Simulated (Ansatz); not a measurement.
Molecular dynamics on a 2×2×1 supercell (16 atoms) of SiC (P6_3mc), relaxed with r2SCAN. Forces come from r2SCAN in Ansatz 0.2.0: a Nosé-Hoover thermostat at fixed volume, 600 K, steps of 2 fs. Spin polarisation is off, nuclei are classical, and the run is far too short for thermal averages.

```yaml
crystal:
  lattice:
    - [6.1507128199, 1.0e-10, 0.0]
    - [-3.07535641, 5.3266735534, 0.0]
    - [0.0, 0.0, 5.0481087359]
  atoms:
    - { symbol: Si, position: [0.1666666667, 0.3333333333, 0.4995917744] }
    - { symbol: Si, position: [0.3333333333, 0.1666666667, 0.9995917744] }
    - { symbol: C, position: [0.1666666667, 0.3333333333, 0.8754082256] }
    - { symbol: C, position: [0.3333333333, 0.1666666667, 0.3754082256] }
    - { symbol: Si, position: [0.1666666667, 0.8333333333, 0.4995917744] }
    - { symbol: Si, position: [0.3333333333, 0.6666666667, 0.9995917744] }
    - { symbol: C, position: [0.1666666667, 0.8333333333, 0.8754082256] }
    - { symbol: C, position: [0.3333333333, 0.6666666667, 0.3754082256] }
    - { symbol: Si, position: [0.6666666667, 0.3333333333, 0.4995917744] }
    - { symbol: Si, position: [0.8333333333, 0.1666666667, 0.9995917744] }
    - { symbol: C, position: [0.6666666667, 0.3333333333, 0.8754082256] }
    - { symbol: C, position: [0.8333333333, 0.1666666667, 0.3754082256] }
    - { symbol: Si, position: [0.6666666667, 0.8333333333, 0.4995917744] }
    - { symbol: Si, position: [0.8333333333, 0.6666666667, 0.9995917744] }
    - { symbol: C, position: [0.6666666667, 0.8333333333, 0.8754082256] }
    - { symbol: C, position: [0.8333333333, 0.6666666667, 0.3754082256] }
kpoints:
  mp_grid: { grid: [3, 3, 4] }
hamiltonian:
  xc: r2scan
scf:
  occupations: { method: fermi_dirac, width: 0.052 }
md:
  ensemble: nvt_nose_hoover
  temperature: 600
  timestep: 2.0
  n_steps: 20
  initial_velocities: maxwell_boltzmann
  seed: 5513
```

Run as `ansatz run input.yaml --threads 4 --pin off --max-ram 5529MiB --backend cpu --events-out ev --progress --plain --runs-dir out`.

Task: It ran on 4 threads of Intel(R) Xeon(R) Platinum 8259CL CPU @ 2.50GHz (Skylake/Cascade Lake), on a shared host. About how long did it take, and what peak of host memory did it reach?

Result: About 98 s, with a peak of 0.94 GiB.

| step | t (fs) | T (K) | free energy F from step 0 (meV/atom) | kinetic energy (meV/atom) | largest force (eV/Å) |
| --- | --- | --- | --- | --- | --- |
| 0 | 0 | 600 | 0.0 | 72.7 | 0.01 |
| 1 | 2 | 562 | 4.7 | 68.1 | 1.05 |
| 2 | 4 | 461 | 17.2 | 55.9 | 1.99 |
| 3 | 6 | 328 | 33.6 | 39.8 | 2.74 |
| 4 | 8 | 203 | 49.1 | 24.6 | 3.25 |
| 5 | 10 | 120 | 59.3 | 14.5 | 3.48 |
| 6 | 12 | 97 | 62.1 | 11.8 | 3.42 |
| 7 | 14 | 132 | 57.7 | 16.0 | 3.08 |
| 8 | 16 | 205 | 48.7 | 24.9 | 2.52 |
| 9 | 18 | 286 | 38.7 | 34.7 | 2.27 |
| 10 | 20 | 349 | 31.1 | 42.3 | 2.07 |
| 11 | 22 | 377 | 28.0 | 45.7 | 2.02 |
| 12 | 24 | 367 | 29.5 | 44.4 | 2.05 |
| 13 | 26 | 327 | 34.7 | 39.6 | 2.12 |
| 14 | 28 | 275 | 41.3 | 33.4 | 2.24 |
| 15 | 30 | 231 | 46.9 | 28.0 | 2.66 |
| 16 | 32 | 211 | 49.6 | 25.6 | 2.92 |
| 17 | 34 | 224 | 48.2 | 27.1 | 2.98 |
| 18 | 36 | 268 | 43.0 | 32.4 | 2.79 |
| 19 | 38 | 329 | 35.7 | 39.9 | 2.36 |
| 20 | 40 | 387 | 28.9 | 46.9 | 2.29 |

The temperature starts at 600 K, is lowest at step 6 (97 K, 12 fs) and ends at 387 K. The thermostat hasn't had time to restore it. The atoms start on their lattice sites with kinetic energy alone, so much of it first passes into potential energy. By the last step the atoms have moved 0.06 Å in the root mean square, the drift of the whole cell taken out, 0.08 Å at most.

Positions (Å) and forces (eV/Å) at step 20:
```
Si  -0.060   1.784   2.477     1.046  -1.316   1.176
Si   1.601   0.927   5.020    -1.382  -0.365   0.598
C   -0.004   1.846   4.444     0.349  -1.416  -0.892
C    1.570   0.906   1.909    -1.000  -0.463  -0.490
Si  -1.505   4.410   2.505    -1.837   1.174   0.686
Si   0.010   3.555   5.057    -0.206   1.085  -0.486
C   -1.533   4.477   4.417     0.353  -0.478   0.089
C   -0.070   3.509   1.878     1.238   0.438  -0.065
Si   3.070   1.755   2.548     0.345   0.399  -0.709
Si   4.616   0.933   5.049     0.562  -1.241  -0.119
C    3.109   1.783   4.394    -0.012   0.385   0.680
C    4.588   0.821   1.890    -0.126   0.978   0.088
Si   1.480   4.397   2.514     0.907  -0.083   0.667
Si   3.098   3.542   5.082    -0.055   0.642  -0.534
C    1.569   4.434   4.445    -0.558   0.353  -0.346
C    3.053   3.536   1.926     0.375  -0.092  -0.343
```
